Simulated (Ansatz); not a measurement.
Ba3In2O5F2:
```
Ba3In2O5F2
1.0
   -2.09988     2.09988    11.36522
    2.09988    -2.09988    11.36522
    2.09988     2.09988   -11.36522
Ba In O F
3 2 5 2
Cartesian
  0.00000   0.00000  11.36522
  0.00000   0.00000  15.37704
  0.00000   0.00000   7.35339
  0.00000   0.00000  20.64360
  0.00000   0.00000   2.08683
  0.00000   2.09988   2.36035
  2.09988   0.00000   9.00487
  2.09988   0.00000   2.36035
  0.00000   2.09988   9.00487
  0.00000   0.00000   0.00000
  0.00000   0.00000   4.63704
  0.00000   0.00000  18.09340
```

r²SCAN in the plane-wave PAW code Ansatz gives a gap of 2.42 eV without spin–orbit coupling, maximum on the X–P line, 6 % of the way from X, minimum at Γ.

What happens when spin–orbit coupling is switched on?

The gap hardly moves, to 2.42 eV; maximum on the X–P line, 6 % of the way from X, minimum at Γ.

Give the electron effective mass with spin–orbit coupling.

0.27, 0.27, 0.85 mₑ (principal values).

Space group I4/mmm. The first step of the workflow began from a Materials Project structure, measured or hypothetical; the Crystallography Open Database copy checked does not list it. Whether it is the stable phase at ambient conditions was not checked. Symmetry was held in the r²SCAN relaxation; whether a distortion lowers the energy is not shown.

Potentials: the later of the program's two PAW sets.
